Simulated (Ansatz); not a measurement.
IrW (CsCl type, Pm-3m) at seven volumes, the program Ansatz at the PBE level (PAW), scaled uniformly. One row is withheld.

```json
[
 {"V (Å³/atom)": "14.263", "P (GPa)": "35.36"},
 {"V (Å³/atom)": "14.733", "P (GPa)": "21.56"},
 {"V (Å³/atom)": "15.203", "P (GPa)": "?"},
 {"V (Å³/atom)": "15.673", "P (GPa)": "0.00"},
 {"V (Å³/atom)": "16.144", "P (GPa)": "-8.36"},
 {"V (Å³/atom)": "16.614", "P (GPa)": "-15.42"},
 {"V (Å³/atom)": "17.084", "P (GPa)": "-21.37"}
]
```

Fit the shown pressures and predict the withheld one.

P = (3/2)B₀(x^(7/2) − x^(5/2))[1 + (3/4)(B′ − 4)(x − 1)] with x = (V₀/V)^(2/3). Least squares on the six rows gives V₀ = 15.673 Å³/atom, B₀ = 302 GPa, B′ = 4.58. At V = 15.203, x = 1.0205 and P = 9.86 GPa. The run itself gave 9.88 GPa.

The start of the workflow was typed in or built on a structure type; neither database checked (COD, Materials Project) lists it. COD files the formula under space group No. 51, so this cell is another polymorph or a model. Its standing as an ambient phase is unchecked. The cell was relaxed with PBE under the symmetry of its start; its stability against distortions is not shown here. No spin polarisation was allowed. Its formation energy is positive at this level, so the cell may be metastable or incomplete. Spin–orbit coupling is left out wherever it is not named.

Potentials: the earlier of the program's two PAW sets.
